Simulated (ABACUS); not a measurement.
Set-up for a self-consistent single point of TiTe₂ (P-3m1, 3 atoms in the cell; from Materials Project mp-1907, changed as shown).

```
CELL_PARAMETERS angstrom
      3.77832     0.00000     0.00000
     -1.88916     3.27212     0.00000
      0.00000     0.00000     6.63763
ATOMIC_POSITIONS crystal
  Ti 0.00000 0.00000 0.00000
  Te 0.66667 0.33333 0.74983
  Te 0.33333 0.66667 0.25017
```

All values come from this method and carry its errors: PBE, PseudoDojo 0.5 standard norm-conserving PBE (tails mended) pseudopotentials (plane waves; ABACUS).

ABACUS settings:

```
key                                                                   value
---------------  ----------------------------------------------------------
KPT                                                          MP 6 6 2 0 0 0
basis_type                                                               pw
dft_functional                                                          PBE
ecutwfc                                                               84 Ry
smearing_method                                                          fd
smearing_sigma                                                0.00734986 Ry
potentials       PseudoDojo 0.5 standard norm-conserving PBE (tails mended)
symmetry                                                                  1
symmetry_prec                                                         1e-05
ks_solver                                                               dav
scf_nmax                                                                100
scf_thr                                                          1.0e-09 Ry
mixing_type                                                           pulay
mixing_beta                                                             0.4
```

Results:

| Property | Result |
|---|---|
| Number of valence electrons | 44 |
| Number of bands | 32 |
| Number of k-points after the program's reduction | 21 |
| Number of plane waves (most at a k-point) | 7222 |
| Number of SCF iterations | 10 |
| FFT grid | 45 × 45 × 75 |
| Free energy E − TS | -7319.9663 eV |
| Fermi level (on the code's own zero) | 10.12 eV |
| Pressure | 2.37 GPa |
| Largest force (vector length) | 0.556 eV/Å |

Forces (eV/Å):
```json
[
 {"atom": "Ti1", "Fx": "0.000", "Fy": "0.000", "Fz": "0.000"},
 {"atom": "Te2", "Fx": "0.000", "Fy": "0.000", "Fz": "-0.556"},
 {"atom": "Te3", "Fx": "0.000", "Fy": "0.000", "Fz": "0.556"}
]
```

Stress (GPa, positive for compression):
```
1.58  0.00  0.00
0.00  1.58  0.00
0.00  0.00  3.94
```

For comparison: a first run was changed to give this one (volume scaled by 1.02), and from it to this one the free energy goes down by 10.3 meV/atom, the pressure goes from 3.77 to 2.37 GPa and the largest force goes from 0.761 to 0.556 eV/Å.

The structure comes from a collection of computed structures, made at another level of theory; the collection holds predicted forms beside known ones. Its lattice was then scaled. No clean gap shows at this smearing width and mesh (spacing up to 0.47 Å⁻¹); the mesh is coarse for partly filled bands, so the values carry mesh errors. Semi-local functionals can close small gaps.

Cost on one core: about 2.4 core-minutes (a rough figure).

“Tails mended”: in these copies of the files the far tail of each local potential was reset to the Coulomb form.
